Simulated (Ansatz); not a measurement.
SbPt (CsCl type, Pm-3m), plane-wave PAW PBEsol (Ansatz code), all energies at zero smearing, with the estimated change up to a 700 eV cutoff added, with one set of potentials and settings (totals compare only within such a set). Cell of 2 atoms (1 Pt, 1 Sb): -18793.699 eV.

```
element             reference phase  E (eV/atom)
-------  --------------------------  -----------
Pt       Fm-3m, 1 atoms in the cell  -12385.3838
Sb        R-3m, 2 atoms in the cell   -6408.1643
```

Formation energy per atom, worked out: (-18793.699 − 1×(-12385.3838) − 1×(-6408.1643))/2 = -0.075 eV/atom (-7 kJ per mol of atoms), at 0 K, without zero-point energy or fitted corrections.

The cell is a constructed one: a structure type filled with these elements; neither database checked (COD, Materials Project) lists it. COD files the formula under space group No. 194. Whether it is the stable phase at ambient conditions was not checked. The PBEsol relaxation kept the symmetry of its start. At this level the phase is mechanically unstable. No spin polarisation was allowed. The references are the lowest solids computed at this level, not always the standard phases. Scalar-relativistic: spin–orbit coupling is off unless named, which matters more the heavier the elements.

Potentials: the earlier of the program's two PAW sets. The files were generated under PBE; for other functionals the program regenerates the frozen cores, and for LDA and PBEsol the local potential too.
